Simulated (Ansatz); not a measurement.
## What DFT gives for K₄Cd₃Ir

```yaml
crystal:
  lattice:
    - [6.40050, 0.00000, 0.00000]
    - [0.00000, 6.40050, 0.00000]
    - [0.00000, 0.00000, 6.40050]
  atoms:
    - { symbol: K, position: [0.00000, 0.00000, 0.00000] }
    - { symbol: K, position: [0.50000, 0.50000, 0.00000] }
    - { symbol: K, position: [0.50000, 0.00000, 0.50000] }
    - { symbol: K, position: [0.00000, 0.50000, 0.50000] }
    - { symbol: Cd, position: [0.00000, 0.50000, 0.00000] }
    - { symbol: Cd, position: [0.00000, 0.00000, 0.50000] }
    - { symbol: Cd, position: [0.50000, 0.00000, 0.00000] }
    - { symbol: Ir, position: [0.50000, 0.50000, 0.50000] }
```

Single point in Ansatz 0.2.0 with r2SCAN, no spin polarisation. Cutoff 500 eV, PAW datasets, 5×5×5 Γ-centred k mesh, fermi-dirac filling (width 0.1 eV).

Task: Is the cell too large or too small?

Result: The pressure is 3.4 GPa (compression positive), so with the atoms held at these fractions the cell would first expand.

Task: Which element gives electrons and which takes them?

Result: Bader charges in e: K +0.65, Cd -0.39, Ir -1.45. In the mean K gives up most and Ir takes most.

Task: Metal or insulator?

Result: It is a metal, with about 4.2 states/eV a cell as the mean within 0.25 eV of the Fermi level, mostly Ir d (51 %) and K s (29 %).

Task: What is the formation energy?

Result: 0.71 eV an atom against the elements' usual phases (free molecules for gases, crystals otherwise, with no correction for O₂ or N₂), so at this geometry it isn't bound against them. Relaxing would lower it.

Task: What do density and ELF say about some of the short contacts?

Result: K–Cd at 3.20 Å: least valence density 0.09 e/Å³ and ELF 0.07 there. K–Ir at 3.20 Å: least valence density 0.11 e/Å³ and ELF 0.06 there. These are pseudo-fields; inside the PAW spheres they differ from the all-electron ones.

Origin: a known structure type with other elements, at an estimated volume, so it need not be a known compound.
